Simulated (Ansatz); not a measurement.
## Zone-centre phonons of Nb3O: input and output

All numbers below come from DFT PBEsol, scalar-relativistic, plane waves, PAW (Ansatz 0.2.0).

Launched with:
```bash
ansatz run input.yaml --threads 2 --pin off --max-ram 7168MiB --backend cpu --events-out ev --progress --plain --runs-dir out
```

Input (bare energies are in eV):
```yaml
crystal:
  lattice:
    - [4.9139558905, 0.0, 0.0]
    - [0.0, 4.9139558905, 0.0]
    - [0.0, 0.0, 4.9139558905]
  atoms:
    - { symbol: Nb, position: [0.25, 0.0, 0.5] }
    - { symbol: Nb, position: [0.5, 0.75, 0.0] }
    - { symbol: Nb, position: [0.75, 0.0, 0.5] }
    - { symbol: Nb, position: [0.5, 0.25, 0.0] }
    - { symbol: Nb, position: [0.0, 0.5, 0.75] }
    - { symbol: Nb, position: [0.0, 0.5, 0.25] }
    - { symbol: O, position: [0.0, 0.0, 0.0] }
    - { symbol: O, position: [0.5, 0.5, 0.5] }
basis:
  ecutwfc: 420
kpoints:
  mp_grid: { grid: [8, 8, 8] }
hamiltonian:
  xc: pbesol
scf:
  occupations: { method: fermi_dirac, width: 0.15 }
output:
  eigenvalues: true
phonons:
  method: dfpt
  eigenvectors: true
```

Results section of the output:
```
--- Phonons (Γ-DFPT): 3 representative perturbations + reference, on 125 of 512 k-points (Σ response iterations 9) ---
  k mesh reduced under 4 symmetry operations, with k and −k counted as one. Each operation leaves every solved displacement unchanged or reverses it
  ASR residual: 1.115e-3 → 0.000e0 eV/Å²; symmetrization residual: 1.280e-6 eV/Å²
  ASR residual per site (eV/Å²): 1.12e-3 1.12e-3 1.12e-3 1.12e-3 1.12e-3 1.12e-3 4.13e-4 4.13e-4
  Γ frequencies (cm⁻¹): -263.66 -263.66 -263.66 -232.06 -232.06 -232.06 0.00 0.00 0.00 96.40 96.40 96.40 101.80 101.80 101.80 141.12 141.12 141.12 187.87 187.87 187.87 243.07 244.49 244.49
  non-analytic LO–TO correction: not included (Born effective charges unavailable; polar crystals: no LO–TO splitting at Γ)
```

It took 3.5 min on 2 threads of Arm Neoverse V2, on a shared host, peak memory 2.5 GiB.

Its imaginary modes show that this cell, built by swapping an element in a database structure, isn't a minimum of the energy. In a metal, frequencies and elastic constants depend on the k mesh and the smearing, soft modes and shear constants most. Spin polarisation was left out, and a magnetic state may lie lower. A semilocal functional can close a gap that the real compound has.

Negative frequencies stand for imaginary ones: the cell is unstable against these modes.